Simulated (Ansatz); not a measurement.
Relaxation of a generated cell, AlRu built in the AFLOW prototype AB_oP8_57_d_d (as in TlF); 8 atoms in the cell, which starts as Pbcm (No. 57), oP8; a = 5.068 Å, b = 4.563 Å, c = 4.309 Å, α = β = γ = 90.00°. These are PBEsol (plane waves to 420 eV, PAW, scalar-relativistic; Ansatz, a first-principles code) values and carry that method's errors. Γ-centred k-mesh 7×7×8 on the run's cell (coarser than for final values), Fermi–Dirac smearing 0.05 eV. This is the first round of the run. 

The optimiser's lines from the output (shortened; P is positive under compression):

```
relax step   1: F+E_penalty+E_count = -25353.46550134 eV  Δ(F+E_penalty+E_count) = +0.000e0 eV  max|allowed force component| = 1.014e1 eV/Å  Δτ_max = 0.0000 Å  P = +68.201 GPa  Ω = 99.658 Å³  (7 SCF iters, dr2 threshold 1.00e-7 eV, accepted)
relax step   2: F+E_penalty+E_count = -25362.10594806 eV  Δ(F+E_penalty+E_count) = -8.640e0 eV  max|allowed force component| = 4.681e0 eV/Å  Δτ_max = 0.1944 Å  P = +21.972 GPa  Ω = 106.646 Å³  (7 SCF iters, dr2 threshold 8.00e-7 eV, accepted)
relax step   3: F+E_penalty+E_count = -25365.49951467 eV  Δ(F+E_penalty+E_count) = -3.394e0 eV  max|allowed force component| = 2.579e0 eV/Å  Δτ_max = 0.1949 Å  P = +9.092 GPa  Ω = 107.251 Å³  (7 SCF iters, dr2 threshold 8.00e-7 eV, accepted)
relax step   4: F+E_penalty+E_count = -25366.65085921 eV  Δ(F+E_penalty+E_count) = -1.151e0 eV  max|allowed force component| = 9.792e-1 eV/Å  Δτ_max = 0.1947 Å  P = +3.936 GPa  Ω = 107.340 Å³  (7 SCF iters, dr2 threshold 8.00e-7 eV, accepted)
relax step   5: F+E_penalty+E_count = -25366.86145829 eV  Δ(F+E_penalty+E_count) = -2.106e-1 eV  max|allowed force component| = 4.360e-1 eV/Å  Δτ_max = 0.1361 Å  P = +0.162 GPa  Ω = 108.867 Å³  (6 SCF iters, dr2 threshold 8.00e-7 eV, accepted)
relax step   6: F+E_penalty+E_count = -25366.92609401 eV  Δ(F+E_penalty+E_count) = -6.464e-2 eV  max|allowed force component| = 3.484e-1 eV/Å  Δτ_max = 0.0324 Å  P = +0.818 GPa  Ω = 108.597 Å³  (6 SCF iters, dr2 threshold 8.00e-7 eV, accepted)
relax step   7: F+E_penalty+E_count = -25366.96552749 eV  Δ(F+E_penalty+E_count) = -3.943e-2 eV  max|allowed force component| = 1.026e-1 eV/Å  Δτ_max = 0.0356 Å  P = -1.261 GPa  Ω = 109.819 Å³  (6 SCF iters, dr2 threshold 8.00e-7 eV, accepted)
relax step   8: F+E_penalty+E_count = -25366.96847562 eV  Δ(F+E_penalty+E_count) = -2.948e-3 eV  max|allowed force component| = 6.610e-2 eV/Å  Δτ_max = 0.0102 Å  P = +1.338 GPa  Ω = 108.598 Å³  (6 SCF iters, dr2 threshold 8.00e-7 eV, accepted)
relax step   9: F+E_penalty+E_count = -25366.97258015 eV  Δ(F+E_penalty+E_count) = -4.105e-3 eV  max|allowed force component| = 1.365e-2 eV/Å  Δτ_max = 0.0087 Å  P = +0.080 GPa  Ω = 109.201 Å³  (6 SCF iters, dr2 threshold 8.00e-7 eV, accepted)
relax step  10: F+E_penalty+E_count = -25366.97266288 eV  Δ(F+E_penalty+E_count) = -8.273e-5 eV  max|allowed force component| = 1.309e-3 eV/Å  Δτ_max = 0.0016 Å  P = -0.008 GPa  Ω = 109.256 Å³  (6 SCF iters, dr2 threshold 4.97e-8 eV, accepted)
relax step  11: F+E_penalty+E_count = -25366.97768254 eV  Δ(F+E_penalty+E_count) = -5.020e-3 eV  max|allowed force component| = 1.361e-3 eV/Å  Δτ_max = 0.0000 Å  P = +0.054 GPa  Ω = 109.256 Å³  stress off target by 6.07e-2 GPa  SCF on the basis re-selected at this cell (its energy is not comparable with the rows above)  (6 SCF iters)
relax step  12: F+E_penalty+E_count = -25366.97767973 eV  Δ(F+E_penalty+E_count) = +2.808e-6 eV  max|allowed force component| = 3.117e-4 eV/Å  Δτ_max = 0.0003 Å  P = +0.001 GPa  Ω = 109.285 Å³  (6 SCF iters, dr2 threshold 9.22e-9 eV, accepted)
relax step  13: F+E_penalty+E_count = -25366.97768866 eV  Δ(F+E_penalty+E_count) = -8.935e-6 eV  max|allowed force component| = 3.123e-4 eV/Å  Δτ_max = 0.0000 Å  P = +0.001 GPa  Ω = 109.285 Å³  stress off target by 3.27e-3 GPa  SCF on the basis re-selected at this cell (its energy is not comparable with the rows above)  (11 SCF iters)
```

From the first to the last row the energy changes by -1.69 eV/atom and the volume by +9.7 %. The last row is marked as not comparable with the walk above it, whose basis was carried along; it does compare with step 1, since both stand on a basis selected at the nominal cutoff for their own cell.

Later rounds, restarted from the end of this one on a renewed k-mesh, logged 9 more steps and released under 0.01 eV/atom more. The final structure after all rounds: Pbcm (No. 57), oP8; a = 5.249 Å, b = 4.671 Å, c = 4.458 Å, α = β = γ = 90.00°. Between re-selections the logged energies stand on a plane-wave basis carried along with the cell. No spin polarisation in the result.

The run could not lose the symmetry of its start; a randomly shaken copy of 8 atoms returns to this structure.

The relaxed structure here is a generated cell of AlRu: the first start was made by placing the elements on the sites of a structure type, and the end was not matched to a known phase here, so it may be hypothetical.
